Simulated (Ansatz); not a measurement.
## SnO2 with an O vacancy: gradients before and after relaxing the atoms

Start: a supercell of SnO2 (rutile type, P4_2/mnm) built from a computed structure from the Materials Project (it need not be an observed phase), with all atoms left at the host's positions.

```cif
data_structure
_symmetry_space_group_name_H-M 'P 1'
_symmetry_Int_Tables_number 1
_cell_length_a 6.7385
_cell_length_b 6.7385
_cell_length_c 9.6225
_cell_angle_alpha 90.000
_cell_angle_beta 90.000
_cell_angle_gamma 90.000
_cell_volume 436.93
loop_
_atom_site_label
_atom_site_type_symbol
_atom_site_fract_x
_atom_site_fract_y
_atom_site_fract_z
_atom_site_occupancy
Sn1 Sn 0.50000 0.00000 0.16667 1
Sn2 Sn 0.50000 0.00000 0.50000 1
Sn3 Sn 0.50000 0.00000 0.83333 1
Sn4 Sn 0.00000 0.50000 0.16667 1
Sn5 Sn 0.00000 0.50000 0.50000 1
Sn6 Sn 0.00000 0.50000 0.83333 1
Sn7 Sn 0.00000 0.00000 0.00000 1
Sn8 Sn 0.00000 0.00000 0.33333 1
Sn9 Sn 0.00000 0.00000 0.66667 1
Sn10 Sn 0.50000 0.50000 0.00000 1
Sn11 Sn 0.50000 0.50000 0.33333 1
Sn12 Sn 0.50000 0.50000 0.66667 1
O13 O 0.50000 0.30597 0.50000 1
O14 O 0.50000 0.30597 0.83333 1
O15 O 0.00000 0.80597 0.16667 1
O16 O 0.00000 0.80597 0.50000 1
O17 O 0.00000 0.80597 0.83333 1
O18 O 0.50000 0.69403 0.16667 1
O19 O 0.50000 0.69403 0.50000 1
O20 O 0.50000 0.69403 0.83333 1
O21 O 0.00000 0.19403 0.16667 1
O22 O 0.00000 0.19403 0.50000 1
O23 O 0.00000 0.19403 0.83333 1
O24 O 0.30597 0.00000 0.00000 1
O25 O 0.30597 0.00000 0.33333 1
O26 O 0.30597 0.00000 0.66667 1
O27 O 0.80597 0.50000 0.00000 1
O28 O 0.80597 0.50000 0.33333 1
O29 O 0.80597 0.50000 0.66667 1
O30 O 0.69403 0.00000 0.00000 1
O31 O 0.69403 0.00000 0.33333 1
O32 O 0.69403 0.00000 0.66667 1
O33 O 0.19403 0.50000 0.00000 1
O34 O 0.19403 0.50000 0.33333 1
O35 O 0.19403 0.50000 0.66667 1
```

Sites (sets of like atoms) are named by element and the number of their first atom in this list.

All values are calculated (Ansatz; DFT, PBE, plane waves and PAW, scalar-relativistic, collinear spin, 420 eV cutoff, Γ-centred 3×3×2 k-points, Fermi–Dirac smearing 0.01 eV, cell charge +1), not measured. Start moments as typed (μB): 0.5 0 0 0 0 0 0 0 0 0.5 0.5 0 0 0 0 0 0 0 0 0 0 0 0 0 0 0 0 0 0 0 0 0 0 0 0 by atom.

The largest force at the start is 1.4 eV/Å. Relaxing the ions at fixed cell moves them by 0.138 Å at most (atom 1, Sn) and 0.056 Å rms.

| site | atom | moved (Å) | first shell before | first shell after | V_zz before (10²¹ V/m²) | η before |
| --- | --- | --- | --- | --- | --- | --- |
| Sn1 | 1 | 0.138 | 5 O at 2.06–2.07 Å | 5 O at 2.04–2.05 Å | 12.14 | 0.84 |
| Sn2 | 2 | 0.034 | 6 O at 2.06–2.07 Å | 6 O at 2.04–2.09 Å | 5.79 | 0.61 |
| Sn4 | 4 | 0.001 | 6 O at 2.06–2.07 Å | 6 O at 2.06–2.07 Å | 5.55 | 0.38 |
| Sn5 | 5 | 0.021 | 6 O at 2.06–2.07 Å | 6 O at 2.06–2.10 Å | 6.14 | 0.32 |
| Sn7 | 7 | 0.016 | 6 O at 2.06–2.07 Å | 6 O at 2.06–2.08 Å | -5.66 | 0.61 |
| Sn10 | 10 | 0.073 | 5 O at 2.06–2.07 Å | 5 O at 2.02–2.05 Å | 10.83 | 0.08 |
| O13 | 13 | 0.037 | 3 Sn at 2.06–2.07 Å | 3 Sn at 2.04–2.07 Å | -11.68 | 0.13 |
| O18 | 18 | 0.112 | 3 Sn at 2.06–2.07 Å | 3 Sn at 2.04–2.05 Å | -12.38 | 0.29 |
| O21 | 21 | 0.004 | 3 Sn at 2.06–2.07 Å | 3 Sn at 2.06 Å | -10.23 | 0.17 |
| O24 | 24 | 0.088 | 3 Sn at 2.06–2.07 Å | 3 Sn at 2.05–2.09 Å | -10.51 | 0.29 |

Task: How do the gradients change?

Result: 

```
site  atom  V_zz after  η after  change of V_zz
 Sn1     1       13.56     0.73           +1.42
 Sn2     2        6.42     0.51           +0.63
 Sn4     4        4.85     0.10           -0.70
 Sn5     5        6.39     0.18           +0.25
 Sn7     7       -6.19     0.25           -0.53
Sn10    10       11.25     0.03           +0.42
 O13    13      -11.33     0.13           +0.35
 O18    18      -12.21     0.16           +0.17
 O21    21      -10.81     0.12           -0.58
 O24    24      -10.12     0.29           +0.39
```

The largest change of V_zz is on Sn1, from 12.14 to 13.56. In per cent, |V_zz| changes by -13 to +12 on Sn, -4 to +6 on O (all sites that start above 2). Where |V_zz| stays above 0.1, η moves most on Sn7, from 0.61 to 0.25. The table leaves out 9 of the 19 sites, with |V_zz| up to 11.30; their tensors move by 0.79 at most along any direction. The statements above cover all sites. The electronic state changes along with the positions (absolute moment from 0.4 to 0.1 μB), so the changes aren't those of geometry alone. The host's own positions weren't relaxed first, so part of the change far from the defect can be the host's relaxation.

The defect repeats with the cell of 35 atoms, so it feels its images: sites between two images don't show the values beside a lone defect, and zeros or small values of η there can come from the images' arrangement. O and Sn carry a gradient in the pure host already, so the values there aren't the defect's effect alone. A uniform background compensates the cell's charge. The defect cell has no gap above 0.1 eV on its mesh, so the values can hang on the smearing and the k-mesh. Without spin–orbit coupling (the program notes it for Sn) the gradients can shift somewhat, as the gap is small.
Before: The cell keeps the host's lattice, where the PBE pressure is 7 GPa (in a charged cell this depends on the convention for the mean potential). The neighbours have not yet relaxed around the defect (largest force 1.4 eV/Å), so a real crystal will differ.
After: The relaxation keeps the symmetry of the vacancy's site, so distortions that break it, Jahn–Teller ones too, aren't explored. The cell keeps the host's lattice, where the PBE pressure is 8 GPa (in a charged cell this depends on the convention for the mean potential). The run lost most of its start moments on Sn; a state with other moments may lie lower.
